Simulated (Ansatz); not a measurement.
Starting cell, C (graphite type, space group P6_3/mmc):

```
C
1.0
    2.45522     0.00000     0.00000
   -1.22761     2.12628     0.00000
    0.00000     0.00000     6.67052
C
4
Direct
  0.00000   0.00000   0.25000
  0.00000   0.00000   0.75000
  0.33333   0.66667   0.25000
  0.66667   0.33333   0.75000
```

Scan: atom 1 (C, nearest neighbour C at 1.418 Å; its periodic images, 2.5 Å or more away, move with it) is displaced along Cartesian x, direction (1.000, 0.000, 0.000) in Cartesian axes, by s. The other atoms stay.

Computed with r2SCAN+rVV10 (plane waves to 500 eV, PAW, scalar-relativistic; Ansatz, a first-principles code). k mesh 12×12×4 (Γ-centred), Fermi-Dirac smearing 0.05 eV. E stands for the smeared free energy. Stress and pressure are positive under compression. With partly filled bands, energies and forces of such displacements shift with the k mesh and the smearing. F∥ is the force on the atom along that direction. F⊥ is the part of the force across the line. C was relaxed with its symmetry unable to fall. The PAW data are Ansatz's earlier set. ΔE is measured from the undisplaced structure.

```tsv
s (Å)	ΔE (eV/cell)	|F⊥| (eV/Å)	F∥ (eV/Å)	P (GPa)
-0.280	2.135	6.261	14.925	18.2
-0.224	1.390	3.556	11.843	11.7
-0.168	0.793	1.949	9.459	6.7
-0.112	0.351	0.847	6.322	3.0
-0.056	0.086	0.206	3.122	0.8
0.000	0.000	0.000	0.000	0.0
0.056	0.086	0.206	-3.122	0.8
0.112	0.351	0.847	-6.322	3.0
0.168	0.793	1.949	-9.459	6.7
0.224	1.390	3.556	-11.843	11.7
0.280	2.135	6.261	-14.925	18.2
```

What the scan shows:

| Quantity | Value |
|---|---|
| Energy at s = 0.280 Å | 2135 meV/cell |
| Force along the line at s = -0.280 Å | 14.9 eV/Å |
| Symmetry of the curve | even: the same for both signs |
| Shape of the curve | a single well with its minimum at or next to zero displacement |
| Force constant k = d²E/ds² at s = 0 (finite differences) | 55.5 eV/Å² |
| Harmonic estimate at the end of the scan | ½ks² = 2176 meV/cell against the computed 2135 meV/cell, so the well is close to harmonic there |

(A displaced cell: forces are minus the slopes of the energy, force constants its curvatures, and phonons follow from these.)
